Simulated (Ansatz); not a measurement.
The start is a generated cell, WC placed in the MnP structure type. The structure is fully relaxed (lattice and positions, P = 0) with PBEsol (plane waves to 420 eV, PAW, scalar-relativistic; Ansatz, a quantum-chemistry and plane-wave program). First-step values are on the input's coarse k-mesh.

Ansatz input (later rounds restart from its end on a renewed k-mesh):
Ansatz 0.2 input:
```yaml
crystal:
  lattice:
    - [5.390274, 0, 0]
    - [0, 3.270404, 0]
    - [0, 0, 6.07064]
  atoms:
    - { symbol: W, position: [0.5056, 0.25, 0.6952] }
    - { symbol: W, position: [0.0056, 0.25, 0.8048] }
    - { symbol: W, position: [0.4944, 0.75, 0.3048] }
    - { symbol: W, position: [0.9944, 0.75, 0.1952] }
    - { symbol: C, position: [0.6879, 0.25, 0.0696] }
    - { symbol: C, position: [0.1879, 0.25, 0.4304] }
    - { symbol: C, position: [0.3121, 0.75, 0.9304] }
    - { symbol: C, position: [0.8121, 0.75, 0.5696] }
basis: { ecutwfc: 420, ecutrho_ratio: 4, xc_grid: 2, fft_grid_basis: typed }
kpoints: { mp_grid: { grid: [5, 7, 4] } }
hamiltonian:
  xc: pbesol
  dispersion: none
  pseudopotentials: { kind: paw }
scf: { occupations: { method: fermi_dirac, width: 0.05 } }
relax: { f_tol: 0.01, max_steps: 100, cell: { stress_tol: 0.02 } }
output: { forces: true, stress: true }
```

Largest initial force: about 1.9 eV/Å, on C5, C6, C7, C8 (atoms numbered as listed)
Outcome: The space group goes from Pnma (No. 62) to P6₃/mmc (No. 194); the end is NiAs type, with 4 atoms in the primitive cell
Energy released: 0.92 eV/atom
Volume change: -22.6 %, from 13.38 to 10.36 Å³/atom
Shortest distances (start → end): The closest pairs of elements (up to four, under 3.6 Å), start → end: C–W 2.35 → 2.20 Å; C–C 2.74 → 2.89 Å; W–W 2.78 → 2.86 Å
Band gap at the end: no gap (metallic)
Optimiser moves: 21

The end point of the relaxation:

```cif
data_C2W2
_chemical_formula_sum 'W2 C2'
_space_group_name_H-M_alt 'P63/mmc'
_space_group_IT_number 194
_space_group_name_Hall '-P 6c 2c'
_cell_length_a 2.89275
_cell_length_b 2.89275
_cell_length_c 5.71662
_cell_angle_alpha 90.000
_cell_angle_beta 90.000
_cell_angle_gamma 120.000
loop_
_atom_site_label
_atom_site_type_symbol
_atom_site_symmetry_multiplicity
_atom_site_Wyckoff_symbol
_atom_site_fract_x
_atom_site_fract_y
_atom_site_fract_z
_atom_site_occupancy
W1 W 2 a 0.00000 0.00000 0.00000 1
C1 C 2 d 0.66667 0.33333 0.25000 1
```

Final values are on a 18×18×8 k-mesh of the relaxed cell. No spin polarisation in the result.

The run could not lose the symmetry of its start; a randomly shaken copy of 8 atoms returns to this structure.

The relaxed structure here is a generated cell of WC: the first start was made by placing the elements on the sites of a structure type, and the end was not matched to a known phase here, so it may be hypothetical. Known forms of WC include space group No. 187.
